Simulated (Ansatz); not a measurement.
Y (hcp (Mg type), P6_3/mmc) under volume change, DFT-PBE in the program Ansatz with PAW potentials, shape and atoms relaxed at each volume.

```
V (Å³/atom)  E − E(relaxed) (meV/atom)  P (GPa)
-----------  -------------------------  -------
29.943                            38.3     4.37
30.930                            16.4     2.76
31.917                             4.0     1.31
32.904                             0.0     0.00
33.891                             3.7    -1.16
34.878                            14.0    -2.19
35.865                            30.4    -3.09
```

Problem. What does a third-order Birch–Murnaghan fit give for V₀, B₀ and B′?

Solution. V₀ = 32.91 Å³/atom, B₀ = 40.8 GPa, B′ = 2.8.

The PBE relaxation kept the symmetry of its start. The run is not spin-polarised.

Potentials: the later of the program's two PAW sets.
